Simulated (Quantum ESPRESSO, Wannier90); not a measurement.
## CsPbCl₃ (cubic perovskite): Wannier90 run

```
CsPbCl3
1.0
    5.67984     0.00000     0.00000
    0.00000     5.67984     0.00000
    0.00000     0.00000     5.67984
Cs Pb Cl
1 1 3
Direct
  0.00000   0.00000   0.00000
  0.50000   0.50000   0.50000
  0.00000   0.50000   0.50000
  0.50000   0.00000   0.50000
  0.50000   0.50000   0.00000
```

Cell from Materials Project (mp-23037), symmetrised, no further relaxation. COD (Crystallography Open Database) records the formula in this space group. Ideal cubic forms of this type are often high-temperature phases that distort on cooling; symmetry holds the cell here, and its stability was not tested. Computed values, not measurements, from PBEsol: Quantum ESPRESSO (norm-conserving PseudoDojo potentials, cutoff 50 Ry, no spin polarisation, no spin-orbit coupling) on a Γ-centred 6×6×6 mesh, then Wannier90. Density: 6×6×6 mesh, cold smearing 0.01 Ry. Spin-orbit coupling is left out although heavy elements are present.

Base run: 16 functions from bands 7-9,14-36 of the 36 computed, start hydrogen-like Cs: s; Pb: p; Cl: s;p, frozen window up to 3.47 eV relative to the valence-band maximum, outer window open. Bands 10–13 (Cs 5p 74 %, Pb 6s 18 %, Cl 3p 6 %) lie between the kept ones and are excluded. Rows change the key named; with other orbitals the number of functions and the frozen window follow, as listed; window edges are relative to the valence-band maximum. The misfit compares interpolated bands with pw.x on a high-symmetry path, for states up to 3.0 eV relative to the valence-band maximum. Converged means that the tolerances were met: symmetric starts can stop on a saddle, which shows as a larger Ω_OD at equal Ω_I and can move the misfit too.

| setting | functions | frozen to (eV) | Ω_I (Å²) | Ω_D (Å²) | Ω_OD (Å²) | rms misfit (meV) | worst (meV) | ended |
|---|---|---|---|---|---|---|---|---|
| base | 16 | 3.47 | 30.23 | 0.00 | 4.62 | 1.2 | 12 | converged |

### Question
Starting from this base row, predict which settings stop with an error, and how Ω_I and the misfit move in the others: only the lowest 21 of the kept bands; only the lowest 23 of the kept bands; dis_num_iter = 20.

### Answer
| setting | functions | frozen to (eV) | Ω_I (Å²) | Ω_D (Å²) | Ω_OD (Å²) | rms misfit (meV) | worst (meV) | ended |
|---|---|---|---|---|---|---|---|---|
| only the lowest 21 of the kept bands | 16 | 3.47 | 33.44 | 0.00 | 4.85 | 1.1 | 12 | converged |
| only the lowest 23 of the kept bands | 16 | 3.47 | 31.30 | 0.00 | 4.67 | 1.2 | 13 | converged |
| dis_num_iter = 20 | 16 | 3.47 | 30.24 | 0.00 | 4.62 | 1.3 | 13 | step limit |

Runs of this sweep that didn't settle are not listed.
